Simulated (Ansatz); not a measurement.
Consider the following.

MnGe:
```
CELL_PARAMETERS angstrom
      4.39960     0.00000     0.00000
      0.00000     4.39960     0.00000
      0.00000     0.00000     2.87081
ATOMIC_POSITIONS crystal
  Mn 0.00000 0.00000 0.00000
  Ge 0.50000 0.00000 0.50000
  Mn 0.50000 0.50000 0.00000
  Ge 0.00000 0.50000 0.50000
```
The run is spin-polarised; directions of the spins, atom by atom: ↑ 0 ↓ 0.

This is the PBE-relaxed structure.

Task: All from PBE in the plane-wave PAW code Ansatz, unless another level is named. Estimate the electronic character.

Result: metallic (no gap).

Task: What about the formation energy from the elements (no fitted shifts)?

Result: 69 meV/atom.

Task: Give the density of states at the Fermi level.

Result: 0.92 states/eV per atom (mean over ±0.08 eV).

Space group P4/mmm (L1₀ or tetragonal B2). The cell is a constructed one: a structure type filled with these elements; neither database checked (COD, Materials Project) lists it. Whether it is the stable phase at ambient conditions was not checked. The PBE relaxation kept the symmetry of its start, as lowered by the spin order; whether a distortion lowers the energy is not shown. Spin order of the final state: antiferromagnetic, chosen from 4 collinear starts compared on coarse meshes (ties went to the first, and starts can fall back to one state), not a proven ground state. The references are the lowest solids computed at this level, not always the standard phases. Spin–orbit coupling is left out wherever it is not named.

Potentials: the earlier of the program's two PAW sets.
